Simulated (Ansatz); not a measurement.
Input file for Ansatz (an electronic-structure program):

Ansatz 0.2 input:
```yaml
crystal:
  lattice:
    - [4.1212051327, 0.0, 0.0]
    - [0.0, 4.1212051327, 0.0]
    - [0.0, 0.0, 4.1212051327]
  atoms:
    - { symbol: Ba, position: [0.0, 0.0, 0.0] }
    - { symbol: Hf, position: [0.5, 0.5, 0.5] }
    - { symbol: O, position: [0.0, 0.5, 0.5] }
    - { symbol: O, position: [0.5, 0.5, 0.0] }
    - { symbol: O, position: [0.5, 0.0, 0.5] }
kpoints:
  mp_grid: { grid: [6, 6, 6] }
hamiltonian:
  xc: lda
  pseudopotentials: { kind: paw }
scf:
  occupations: { method: fixed }
phonons:
  method: dfpt
  response_accuracy: low
  qmesh: [3, 3, 3]
  interpolated_qmesh: [13, 13, 13]
  dielectric: true
  rigid_motions: translations
  temperatures: { t_max: 1000, t_step: 50 }
  qpath:
    path:
      - [[0.0, 0.0, 0.0], [0.0, 0.5, 0.0], [0.5, 0.5, 0.0], [0.0, 0.0, 0.0], [0.5, 0.5, 0.5], [0.0, 0.5, 0.0]]  # Γ-X-M-Γ-R-X
      - [[0.5, 0.5, 0.5], [0.5, 0.5, 0.0]]  # R-M
    npoints: 13
```

Output (shortened):

```
zone centre: on kpoints.mp_grid the ground state, and the responses unless they are solved on pairs of k-points, stand on 80 of the mesh's 216 k-points, …
Pseudopotentials: kind: paw
Pseudopotential: Ba, paw, valence charge 10
Pseudopotential: Hf, paw, valence charge 26
Pseudopotential: O, paw, valence charge 6
Functional definition: SPW92
Crystal: 5 atoms, lattice volume = 69.996 Å³
Basis set: ecut = 420 eV, 1357 PW (Γ), exchange–correlation on 60×60×60 points (8 copies of the dense FFT grid, shifted against one another)
Bands: 33, of which v1, the nominal top of the filled ones, is band 27 counted from 1 (26 counted from 0)
Symmetry: 48 space group operations
k-points: 80 of 216 (irreducible under 2 space group operations, time reversal used)
PAW frozen core: Ba, regenerated for the run's functional, and the local potential with it
PAW frozen core: Hf, regenerated for the run's functional, and the local potential with it
PAW frozen core: O, regenerated for the run's functional, and the local potential with it
Initial wavefunctions: pseudopotential atomic-orbital guess
Eigensolver: davidson
Functional: x = slater, c = lda
all-band conjugate gradients solve this SCF's bands
SCF 1 converged in 9 iterations: F = -22932.041717 eV  dr2 = 3.09e-11
── the response to a field inside a basis, on 6×6×6 k-points: an SCF that follows is theirs, and a resumed run solves both again ──
Crystal: 5 atoms, lattice volume = 69.996 Å³
Bands: 28, of which v1, the nominal top of the filled ones, is band 27 counted from 1 (26 counted from 0)
k-points: 10 of 216
Initial density: handed on by an earlier stage of this run
Initial wavefunctions: pseudopotential atomic-orbital guess (no wavefunctions were taken with the density)
Eigensolver: Dense (10 Hₖ)
all-band conjugate gradients don't solve this SCF's bands (scf.eigensolver.kind)
SCF 1 converged in 5 iterations: F = -22932.038269 eV  dr2 = 1.17e-8
WARN: on the 13×13×13 q-mesh 1 entry of the irreducible table, 3.641e-3 modes per cell, the lowest at -18.36 cm⁻¹, stands at or below zero and is read as no …
SCF converged after 9 iterations
Free energy (F): -22932.041717 eV
Harris-Foulkes:  -22932.041717 eV  (|F-HF|=0.00e0)
Internal energy: -22932.041717 eV  (E = F + TS)
E sigma→0 (E₀):  -22932.041717 eV
Fermi energy:    11.747437 eV
--- Per-component energies (eV) ---
  E_band       = -25.002892
  E_kinetic    = 1118.886693
  E_local      = -7916.310469  (includes V_loc(G=0)·N_el)
  E_nonlocal   = -1020.600224
  E_hartree    = 3607.846954
  E_xc         = -685.404890
  E_vxc        = -686.609934  (∫ρ·V_xc dr)
  E_paw        = -12186.106784  (= ΣΔE_a)
  E_vpaw       = 1263.929451  (= ΣTr[D̂ρ^β])
  E_aug_tail   = 0.007629  (compensation charges beyond the density's cutoff)
  E_ewald      = -5853.391148
  E_core_change = 3.030523  (= ΣΔE_core)
  E_smearing   =  0.000000  (= −TS)
  E_closure    = 0.000000  (closes the sum)
  Σ components = -22932.041717   (vs F -22932.041717, Δ=0.00e0)
--- Band table (eV; the first three rows and the last of 80) ---
  k-point 0: bands = ["-47.7771", "-16.6509", "-16.6509", "-16.6509", "-13.1553", "-4.6806", "-4.1323", "-4.1323", "1.7022", "1.7022", "1.7022", "2.3244", "2.3244", "2.3244", "2.3464", "2.3464", "2.3464", "2.3512", "10.1730", "10.1730", "10.1730", "10.7277", …
  k-point 1: bands = ["-47.7769", "-16.6918", "-16.6495", "-16.6495", "-13.1312", "-4.6774", "-4.1253", "-3.9915", "1.7292", "1.7292", "1.7779", "2.3217", "2.3217", "2.3421", "2.3457", "2.3492", "2.3492", "2.3509", "9.6704", "10.0762", "10.0762", "10.4658", …
  k-point 2: bands = ["-47.7766", "-16.7715", "-16.6467", "-16.6467", "-13.0831", "-4.7785", "-4.1112", "-3.5626", "1.7857", "1.7857", "1.9305", "2.3142", "2.3142", "2.3443", "2.3503", "2.3551", "2.3551", "2.3914", "8.4062", "9.8190", "9.8190", "10.0933", …
  k-point 79: bands = ["-47.7752", "-16.7893", "-16.7893", "-16.7893", "-12.9770", "-3.3389", "-3.3389", "-3.3389", "1.0968", "1.0968", "1.0968", "2.3499", "2.3673", "2.3673", "2.3673", "2.4461", "2.4461", "2.4461", "7.2520", "7.9146", "7.9146", "9.2615", …
  band table: 33 of 33 bands, residual norms ≤ 1.0e-3 eV
--- Phonons (Γ-DFPT): 4 representative perturbations + reference, on 80 of 216 k-points (Σ response iterations 13) ---
  k mesh reduced under 2 symmetry operations, with k and −k counted as one. Each operation leaves every solved perturbation unchanged …
  ASR residual: 7.454e-5 → 0.000e0 eV/Å²; symmetrization residual: 4.022e-5 eV/Å²
  ASR residual per site (eV/Å²): 7.45e-5 2.25e-5 3.71e-5 3.71e-5 3.71e-5
  Γ frequencies (cm⁻¹): 0.00 0.00 0.00 103.52 103.52 103.52 183.95 183.95 183.95 190.11 190.11 190.11 544.65 544.65 544.65
  ε∞ (high-frequency dielectric tensor):
        4.771216     0.000000     0.000000
        0.000000     4.771216     0.000000
        0.000000     0.000000     4.771216
  ε⁰ (static dielectric tensor: ions relaxed, cell fixed):
       47.199060     0.000000     0.000000
        0.000000    47.199060     0.000000
        0.000000     0.000000    47.199060
  ε⁰ − ε∞ (ionic part):
       42.427844     0.000000     0.000000
        0.000000    42.427844     0.000000
        0.000000     0.000000    42.427844
  softest optical mode at Γ: 103.52 cm⁻¹; the repairs (sum rule, projections) moved no ω² at Γ by more than (3.30 cm⁻¹)²
  Born effective charges Z* (e; rows j = field, columns β = displacement):
    site 0:
         2.76970    0.00000    0.00000
         0.00000    2.76970    0.00000
         0.00000    0.00000    2.76970
    site 1:
         5.87993    0.00000    0.00000
         0.00000    5.87993    0.00000
         0.00000    0.00000    5.87993
    site 2:
        -4.58428    0.00000    0.00000
         0.00000   -2.03267    0.00000
         0.00000    0.00000   -2.03267
    site 3:
        -2.03267    0.00000    0.00000
         0.00000   -2.03267    0.00000
         0.00000    0.00000   -4.58428
    site 4:
        -2.03267    0.00000    0.00000
         0.00000   -4.58428    0.00000
         0.00000    0.00000   -2.03267
  Z* charge neutrality: 9.396e-3 e pre-enforcement
  solved inside a basis spanned on kpoints, on 6×6×6 k-points, its susceptibility summed on 10×10×10: ε∞ is read to err by 1.4e-2, Z* by 3.0e-2 e (field_mesh …
  optical modes at Γ without the LO–TO term, one row a degenerate level:
      ω (cm⁻¹)  modes    IR ((D/Å)²/amu)
        103.52      3            21.1458
        183.95      3            68.3788
        190.11      3             0.0000
        544.65      3            54.4111
  optical modes at Γ + LO–TO along q̂ = [1.0000, 0.0000, 0.0000]:
      ω (cm⁻¹)  modes    IR ((D/Å)²/amu)
        103.52      2            14.0972
        124.60      1             0.0657
        183.95      2            45.5858
        190.11      3             0.0000
        372.85      1             7.6177
        544.65      2            36.2741
        702.19      1            40.2952
  optical modes at Γ + LO–TO along q̂ = [0.0000, 1.0000, 0.0000]:
      ω (cm⁻¹)  modes    IR ((D/Å)²/amu)
        103.52      2            14.0972
        124.60      1             0.0657
        183.95      2            45.5858
        190.11      3             0.0000
        372.85      1             7.6177
        544.65      2            36.2741
        702.19      1            40.2952
  optical modes at Γ + LO–TO along q̂ = [0.0000, 0.0000, 1.0000]:
      ω (cm⁻¹)  modes    IR ((D/Å)²/amu)
        103.52      2            14.0972
        124.60      1             0.0657
        183.95      2            45.5858
        190.11      3             0.0000
        372.85      1             7.6177
        544.65      2            36.2741
        702.19      1            40.2952
  non-analytic LO–TO correction: the dipole-dipole term of the run's Born effective charges and high-frequency dielectric tensor (where they are solved with …
--- Phonons (arbitrary-q DFPT): 4 irreducible q on the 3×3×3 mesh ---
  q = [0.0000, 0.0000, 0.0000] (star 1, of the zone-centre solve; hermiticity 4.19e-6, symmetrization 2.62e-6):  0.00  0.00 0.00 103.52 103.52 103.52 183.95 183.95 183.95 190.11 190.11 190.11 544.65 544.65 544.65
  q = [0.0000, 0.0000, 0.3333] (star 6, 9 solved perturbations in 756 linear systems a pass and spin channel, the states on 96 of 216 k-point pairs; hermiticity 9.28e-7, symmetrization 2.05e-11): 68.52 68.52 103.72 103.72 125.58 169.54 197.92 197.92 224.44 …
  q = [0.0000, 0.3333, 0.3333] (star 12, 9 solved perturbations in 1116 linear systems a pass and spin channel, the states on 144 of 216 k-point pairs; hermiticity 8.35e-7, symmetrization 1.25e-11): 80.23 81.54 97.44 107.38 124.09 174.78 176.16 256.37 262.68 …
  q = [0.3333, 0.3333, 0.3333] (star 8, 4 solved perturbations in 594 linear systems a pass and spin channel, the states on 216 of 216 k-point pairs; hermiticity 8.50e-7, symmetrization 3.27e-11): 89.91 94.75 94.75 98.58 118.23 118.23 208.46 213.81 213.81 …
  sum rule: each row above includes the acoustic sum rule's correction from the zone centre's row sums; it moved no ω² by more than (0.79 cm⁻¹)²
  mesh force constants: q→R imaginary residual 1.55e-16; ASR residual 7.454e-5 → 0.000e0 eV/Å²; symmetrization residual 2.842e-14 eV/Å²
  interpolated dispersion: 81 rows × 15 modes
  density of states and harmonic sums: on the 13×13×13 q-mesh, interpolated from the force constants of a 3×3×3 supercell (with the dipole–dipole term)
  largest difference from the sums on the solved wave vectors: F 2.39e-2 eV, S 3.32e-5 and C_V 8.98e-6 eV/K
  zero-point energy: 0.258950 eV/cell   skipped modes (ω ≤ 0): 4, of them read as no rigid motion or as one in doubt …
```

Cost: around 12 core-minutes (rough) on shared cores.

Space group Pm-3m (cubic perovskite). The cell was relaxed with LDA under the symmetry of its start. No spin polarisation was allowed. Scalar-relativistic: spin–orbit coupling is off unless named, which matters more the heavier the elements.

Potentials: the later of the program's two PAW sets.

Ansatz is a plane-wave DFT program.
